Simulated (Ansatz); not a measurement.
The start is a randomly generated symmetric cell of PtSe2 (space group No. 160). Cell shape, volume and atoms are optimised at zero target pressure with r2SCAN (plane waves to 500 eV, PAW, scalar-relativistic; Ansatz, a program for electronic structure). The first steps use a coarse 5×5×5 k-mesh.

Starting cell:
```
CELL_PARAMETERS angstrom
      3.58001     2.06692     3.36566
     -3.58001     2.06692     3.36566
      0.00000    -4.13384     3.36566
ATOMIC_POSITIONS crystal
  Pt 0.21854 0.21854 0.21854
  Pt 0.50741 0.50741 0.50741
  Se 0.64804 0.91898 0.64804
  Se 0.64804 0.64804 0.91898
  Se 0.91898 0.64804 0.64804
  Se 0.88092 0.88092 0.88092
```

```yaml
outcome: The space group stays R3m (No. 160) (the run could not lower it), with 6 atoms in the primitive cell
energy_released: 5.17 eV/atom
volume_change: -11.7 %, from 24.90 to 21.98 Å³/atom
Shortest distances (start → end): "The closest pairs of elements (up to four, under 3.6 Å), start → end: Se–Se 1.82 → 2.87 Å; Pt–Se 2.59 → 2.38 Å; Pt–Pt 2.92 → 2.74 Å"
optimiser_moves: 18
```

The end point of the relaxation:

Space group R3m, hexagonal axes (No. 160); a = 7.3239 Å, b = 7.3239 Å, c = 8.5173 Å, α = 90.00°, β = 90.00°, γ = 120.00°

```tsv
atom	site	symmetry	x	y	z
Pt	3a	3m	0.0000	0.0000	0.2194
Pt	3a	3m	0.0000	0.0000	0.5410
Se	9b	.m	0.5030	0.0061	0.0404
Se	3a	3m	0.0000	0.0000	0.9402
```
(The calculation used a cell of 6 atoms; values per cell refer to that cell.)

Final values are on a 9×9×9 k-mesh of the relaxed cell. No spin polarisation in the result.

The run could not lose the symmetry of its start, so the end can be a saddle point.

The relaxed structure here is a generated cell of PtSe2: the first start was made by a random draw of sites in a space group, and the end was not matched to a known phase here, so it may be hypothetical. Known forms of PtSe2 include space group No. 164.
